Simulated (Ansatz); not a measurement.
CdTe:
```
CELL_PARAMETERS angstrom
      4.63260     0.00000     0.00000
     -2.31630     4.01195     0.00000
      0.00000     0.00000     7.59637
ATOMIC_POSITIONS crystal
  Cd 0.33333 0.66667 0.00029
  Cd 0.66667 0.33333 0.50029
  Te 0.33333 0.66667 0.37471
  Te 0.66667 0.33333 0.87471
```

x, y and z are the axes in which the lattice vectors are written.

Question: Give the proper piezoelectric stress tensor with relaxed ions from the program Ansatz at the r²SCAN level (PAW).

Answer: In C/m², rows x, y, z, Voigt columns; mesh uncertainty up to 0.01.
```
 0.00   0.00   0.00   0.00  -0.05   0.00
 0.00   0.00   0.00  -0.05   0.00   0.00
-0.07  -0.07   0.06   0.00   0.00   0.00
```

The elastic tensor of the same run (GPa):

```csv
,1,2,3,4,5,6
1,59.3,33.1,26.6,0.0,0.0,0.0
2,33.1,59.3,26.6,0.0,0.0,0.0
3,26.6,26.6,69.4,0.0,0.0,0.0
4,0.0,0.0,0.0,11.5,0.0,0.0
5,0.0,0.0,0.0,0.0,11.5,0.0
6,0.0,0.0,0.0,0.0,0.0,13.1
```

Question: Convert to strain constants d = e·S.

Answer: In pC/N:
```
 0.0   0.0   0.0   0.0  -4.5   0.0
 0.0   0.0   0.0  -4.5   0.0   0.0
-1.2  -1.2   1.8   0.0   0.0   0.0
```

Space group P6_3mc (wurtzite). The first step of the workflow began from a Materials Project structure, measured or hypothetical; the Crystallography Open Database copy checked does not list it. It is not the phase usual at ambient conditions (space group No. 216). Symmetry was held in the r²SCAN relaxation; of distortions, only those at the zone centre were tested. Spin–orbit coupling is left out wherever it is not named.

Potentials: the earlier of the program's two PAW sets.
